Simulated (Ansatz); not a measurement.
## Al3GaN4: enthalpy under pressure, worked through

Theory: Ansatz, DFT r2SCAN, scalar-relativistic, plane waves, PAW. (500 eV cutoff, 6×8×4 k-mesh, Gaussian smearing of 0.02 eV, no spin polarisation)

Reference structure (relaxed):

```xyz
8
Lattice="5.0381 0.0000 0.0001 0.0000 3.1249 0.0000 -0.0033 0.0000 5.4104" Properties=species:S:1:pos:R:3 pbc="T T T"
Al    2.5196    1.5625    0.9049
Al    0.0006    1.5625    4.5171
Al    0.0040    0.0000    1.7943
Ga    2.5143    0.0000    3.6045
N     0.5556    0.0000    3.6050
N     0.6175    1.5625    0.9043
N     3.1481    1.5625    4.5485
N     3.1397    0.0000    1.7631
```

Cell and atoms were relaxed at each target pressure within the start's symmetry (Pm), at zero temperature; other phases can be more stable under pressure. H = E + PV with P the target; E is the free energy at the smearing used, whose derivative the pressure is, per atom and counted from zero pressure.

```
P (GPa) V (Å³/atom) E − E0 (meV) H − H0 (meV)
      0       10.647           0.0           0.0
      2       10.547           0.6         132.3
      5       10.404           3.7         328.4
     10       10.187          13.9         649.7
     20        9.809          48.9        1273.4
```

Question: Thermodynamics gives dH/dP = V along a relaxed path. Integrate V over P by the trapezoid rule and compare with the computed enthalpies.

Answer: With 1 eV/Å³ = 160.22 GPa, each step adds the mean volume times ΔP / 160.22:
```tsv
P (GPa)	∫V dP (meV)	H − H0 (meV)	difference (meV)
2	132.3	132.3	0.0
5	328.4	328.4	0.0
10	649.7	649.7	0.0
20	1273.8	1273.4	0.4
```

V(P) curves upward, so the trapezoid rule runs high; integrating a smooth curve through the same points puts that excess at about 0.4 meV at 20 GPa, against the 0.4 meV found.

Question: At 20 GPa, how much of the enthalpy change is stored energy and how much is the PV term?

Answer: E rises by 49 meV/atom and PV is 20 × 9.809 / 160.22 = 1224 meV/atom, so PV makes 96 % of ΔH. So between rival structures at high pressure a small difference in volume can outweigh the difference in energy: 1 % of this volume is worth 12.2 meV/atom at this pressure.

Question: What bulk modulus do the lowest pressures give?

Answer: From the pressures that the runs reached, -1.99 GPa (10.752 Å³) and 2.01 GPa (10.547 Å³), B = −ΔP/Δln V = 4.00 / 0.0193 = 207 GPa, a mean over that range.

Question: The gap is 4.064 eV at -1.99 GPa and 4.226 eV at 2.01 GPa. What pressure coefficient and volume deformation potential follow?

Answer: dE_g/dP = 40.3 meV/GPa, and a_V = dE_g/d ln V = −B dE_g/dP = -8.35 eV. A gap that opens under pressure, with a_V of several eV below zero, is what an s-like antibonding conduction edge gives, since compression pushes it up. If the edges move to other points of the zone within the range, this is a mean of two slopes. Gaps are generalised Kohn–Sham gaps over the whole zone.